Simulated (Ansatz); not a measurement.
# GeAsAu: computed property card

GeAsAu:
```yaml
crystal:
  lattice:
    - [3.75740, 3.13232, 0.00000]
    - [-3.75740, 3.13232, 0.00000]
    - [-3.05962, 0.00000, 5.55181]
  atoms:
    - { symbol: Ge, position: [0.80679, 0.43543, 0.07886] }
    - { symbol: Ge, position: [0.43543, 0.80679, 0.92114] }
    - { symbol: As, position: [0.19189, 0.56242, 0.41500] }
    - { symbol: As, position: [0.56242, 0.19189, 0.58500] }
    - { symbol: Au, position: [0.50048, 0.00300, 0.24690] }
    - { symbol: Au, position: [0.00300, 0.50048, 0.75310] }
```

Space group C2 (No. 5); conventional cell a = 7.515 Å, b = 6.265 Å, c = 6.339 Å, α = 90.00°, β = 118.86°, γ = 90.00°.

Method: the program Ansatz at the r²SCAN level (PAW). Structure relaxed to zero pressure with the same functional. Other levels are named where they apply.

**Cell and energy**

```yaml
volume_per_atom: 21.78 Å³
density: 8.76 g/cm³
```

**Electronic structure**

```yaml
band_gap: 0.26 eV (indirect)
valence_band_maximum: off the standard path, at k = (0.305, -0.305, -0.323) in fractions of the reciprocal vectors
conduction_band_minimum: off the standard path, at k = (0.055, 0.388, -0.475) in fractions of the reciprocal vectors
smallest_direct_gap_on_the_standard_path: 0.62 eV
electron_effective_mass: 0.055, 0.16, 0.65 mₑ (principal values)
hole_effective_mass: 0.086, 0.34, 1.7 mₑ (principal values)
```

**Charges**

```yaml
bader_charges: Ge +0.41, As -0.05, Au -0.36 e
```

The first step of the workflow began from a Materials Project structure, measured or hypothetical; the Crystallography Open Database copy checked does not list it. With Ge and As taken as one species the cell has the higher symmetry C2/c, so it may be an ordered model of a mixed-site phase. Whether it is the stable phase at ambient conditions was not checked. Symmetry was held in the r²SCAN relaxation; whether a distortion lowers the energy is not shown. Spin–orbit coupling is left out wherever it is not named.

Potentials: the later of the program's two PAW sets.
